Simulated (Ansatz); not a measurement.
Consider the following.

BaN:
```xyz
2
Lattice="0.0000 3.0209 3.0209 3.0209 0.0000 3.0209 3.0209 3.0209 0.0000" Properties=species:S:1:pos:R:3 pbc="T T T"
Ba     0.0000     0.0000     0.0000
N      4.5313     4.5313     4.5313
```

This is the r²SCAN-relaxed structure.

Problem. All from r²SCAN (plane waves, PAW; program Ansatz), unless another level is named. Predict the Debye temperature from the elastic constants.

Solution. 110 K.

Problem. Next, the elastic constants (relaxed ions, GPa)?

Solution. C11 = 42.2, C12 = 40.0, C44 = 9.8.

Space group F-43m (zinc blende). The start of the workflow was typed in or built on a structure type; neither database checked (COD, Materials Project) lists it. Its standing as an ambient phase is unchecked. The r²SCAN relaxation kept the symmetry of its start; whether a distortion lowers the energy is not shown. Its formation energy is positive at this level, so the cell may be metastable or incomplete. With an odd number of electrons in the cell and no spin polarisation, the count alone makes it a metal. As this level gives no gap, shear constants depend on the k-mesh and smearing (Fermi–Dirac, 0.1 eV here). Spin–orbit coupling is left out wherever it is not named.

Potentials: the earlier of the program's two PAW sets. The files were generated under PBE; for other functionals the program regenerates the frozen cores, and for LDA and PBEsol the local potential too.
